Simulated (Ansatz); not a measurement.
Values for one crystal, relaxed and computed with the program Ansatz at the PBE level (PAW); other levels are named.

| Quantity | Value |
|---|---|
| Volume per atom | 6.01 Å³ |
| Electronic character | metallic (no gap) |
| Bulk modulus (Birch–Murnaghan fit) | 375 GPa |
| Pressure derivative B′ | 3.7 |
| Density of states at the Fermi level | 0.13 states/eV per atom (mean over ±0.08 eV) |
| Formation energy from the elements (no fitted shifts) | 0.26 eV/atom |

### Question
Pick the material that matches.
A. BC5, P3m1 (Pearson symbol hP6)
B. YC, rock salt
C. NbB2, MoSi2 or CaC2 type
D. BP, CsCl type

### Answer
A, BC5, P3m1 (Pearson symbol hP6)

The start of the workflow was typed in or built on a structure type; the Crystallography Open Database copy checked does not list it. Whether it is the stable phase at ambient conditions was not checked. The PBE relaxation kept the symmetry of its start; its stability against distortions is not shown here. Its formation energy is positive at this level, so the cell may be metastable or incomplete. The references are the lowest solids computed at this level, not always the standard phases.

Potentials: the earlier of the program's two PAW sets.
